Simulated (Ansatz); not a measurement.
## Cd4SeS3 (P-43m) at 3 levels of theory

One geometry, relaxed with PBE; plane waves with PAW potentials in Ansatz, scalar-relativistic. No spin polarisation. Gaps are the least over mesh and band path; pressure is positive in compression.

```
Cd Se S
1.0
     5.99197    0.00000    0.00000
     0.00000    5.99197    0.00000
     0.00000    0.00000    5.99197
Cd Se S
4 1 3
Direct
  0.24427 0.75573 0.24427
  0.24427 0.24427 0.75573
  0.75573 0.75573 0.75573
  0.75573 0.24427 0.24427
  0.50000 0.50000 0.50000
  0.50000 0.00000 0.00000
  0.00000 0.00000 0.50000
  0.00000 0.50000 0.00000
```

```json
{"level": "PBE", "cutoff (eV)": "420", "k mesh": "6×6×6", "gap (eV)": "0.87", "pressure (GPa)": "0.0"}
```

Question: What comes out on the same cell with r2SCAN, PBEsol?

Answer:
```json
{"level": "r2SCAN", "cutoff (eV)": "500", "k mesh": "6×6×6", "gap (eV)": "1.32", "pressure (GPa)": "-1.4"}
{"level": "PBEsol", "cutoff (eV)": "420", "k mesh": "6×6×6", "gap (eV)": "0.74", "pressure (GPa)": "-2.7"}
```

The structure comes from a generated guess; another structure or a mixture of phases may lie lower.
